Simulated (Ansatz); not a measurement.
Rb₂NaTlBr₆:
Space group Fm-3m (No. 225); a = 11.196 Å, b = 11.196 Å, c = 11.196 Å, α = 90.00°, β = 90.00°, γ = 90.00°

| atom | site | symmetry | x | y | z |
|---|---|---|---|---|---|
| Rb | 8c | -43m | 0.2500 | 0.2500 | 0.2500 |
| Na | 4b | m-3m | 0.5000 | 0.5000 | 0.5000 |
| Tl | 4a | m-3m | 0.0000 | 0.0000 | 0.0000 |
| Br | 24e | 4m.m | 0.0000 | 0.0000 | 0.2450 |
(The calculation used a cell of 10 atoms; values per cell refer to that cell.)

Relaxed with r²SCAN. r²SCAN in the plane-wave PAW code Ansatz gives a gap of 1.29 eV.

### Question
What gap does HSE06 give on the same cell (Ansatz, PAW)?

### Answer
1.91 eV, 0.63 eV more. The hybrid was solved on a coarser mesh and at special points; its gap is the smallest among all of these.

```tsv
k	v1 r²SCAN	c1 r²SCAN	v1 HSE06	c1 HSE06
Γ	0.00	1.29	0.00	1.91
X	-0.01	2.46	[?]	[?]
L	-0.17	2.23	[?]	[?]
W	-0.27	2.48	[?]	[?]
K	-0.12	2.46	[?]	[?]
```

### Question
Top valence (v1) and lowest conduction level (c1) in eV from each method's valence maximum (which need not be a listed point): supply the withheld HSE06 values.

### Answer

- K, v1 HSE06: -0.11
- K, c1 HSE06: 3.21
- X, v1 HSE06: -0.01
- X, c1 HSE06: 3.22
- W, v1 HSE06: -0.29
- W, c1 HSE06: 3.23
- L, v1 HSE06: -0.13
- L, c1 HSE06: 2.96

Cost on shared cores: the r²SCAN run (SCF on a 5×5×5 mesh, then bands and DOS) about 5 core-minutes (a rough figure), the HSE06 run (SCF on 3×3×3, then a few points) around 15 core-minutes (rough); the tasks are unlike.

The first step of the workflow began from a Materials Project structure, measured or hypothetical; the Crystallography Open Database copy checked does not list it. Whether it is the stable phase at ambient conditions was not checked. Symmetry was held in the r²SCAN relaxation; its stability against distortions is not shown here. Scalar-relativistic: spin–orbit coupling is off unless named, which matters more the heavier the elements.

Potentials: the later of the program's two PAW sets.
